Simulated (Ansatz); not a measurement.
Guessed and relaxed cells of P2C

A trial structure of P2C was built thus: 3-, 4-connected net, elements by coordination (P4_2/mmc, No. 131). Lengths were set from tabulated atomic sizes, so they are only a guess.

start.xyz

```xyz
6
Lattice="2.8858 0.0000 0.0000 0.0000 2.8858 0.0000 0.0000 0.0000 7.3018" Properties=species:S:1:pos:R:3 pbc="T T T"
P     0.0000    1.4429    2.7846
P     1.4429    0.0000    0.8663
P     0.0000    1.4429    4.5172
P     1.4429    0.0000    6.4355
C     0.0000    0.0000    5.4763
C     0.0000    0.0000    1.8254
```

Computed with DFT PBE, scalar-relativistic, plane waves, PAW in Ansatz. Cutoff 420 eV, Gaussian smearing, Γ-centred meshes. Cell and atoms relax first on a coarse mesh and then on a finer one. In between, the cell is made exact in the group found at 0.06 Å. In metals the finer mesh still leaves noise of several meV/atom or more. The steps can't lower the symmetry of their start. No spin polarisation in the relaxation; trial moments died out in a coarse test.

end.xyz

```xyz
6
Lattice="2.8305 0.0000 0.0000 0.0000 2.8305 0.0000 0.0000 0.0000 13.4080" Properties=species:S:1:pos:R:3 pbc="T T T"
P     0.0000    1.4152    4.5536
P     1.4152    0.0000    2.1504
P     0.0000    1.4152    8.8544
P     1.4152    0.0000   11.2576
C     0.0000    0.0000   10.0560
C     0.0000    0.0000    3.3520
```

The symmetry stays P4_2/mmc (No. 131). The volume per atom grows by 76.7 %, from 10.1 to 17.9 Å³. The shortest distance goes from 1.73 Å (P–C and P–P) to 1.86 Å (P–C). The ratio c/a of the conventional cell changes by a factor of 1.87. The energy falls by about 1.6 eV/atom (the start's value is from the coarse mesh).

```json
{
 "Volume per atom": "17.9 Å³",
 "Density": "2.3 g/cm³",
 "Formation energy": "+0.41 eV/atom",
 "Gap on the 14×14×4 mesh of the 6-atom cell": "0 eV (a metal)"
}
```

The zero of energy is the elements' standard structures at the same level; no fitted shifts are applied. The references include black phosphorus. It can't be a ground state, since the elements alone are lower.

The last run used Gaussian smearing of 0.10 eV. No dispersion correction is applied, so the spacing and binding between layers, chains or molecules are poorly described. The reference forms of C and P are held partly by dispersion forces, which this level lacks. A structure relaxed within its symmetry needn't be a true minimum. In all, the 3 runs took 2.1 min on 1 thread of Intel(R) Xeon(R) Platinum 8375C CPU @ 2.90GHz (Ice Lake), on a shared host.
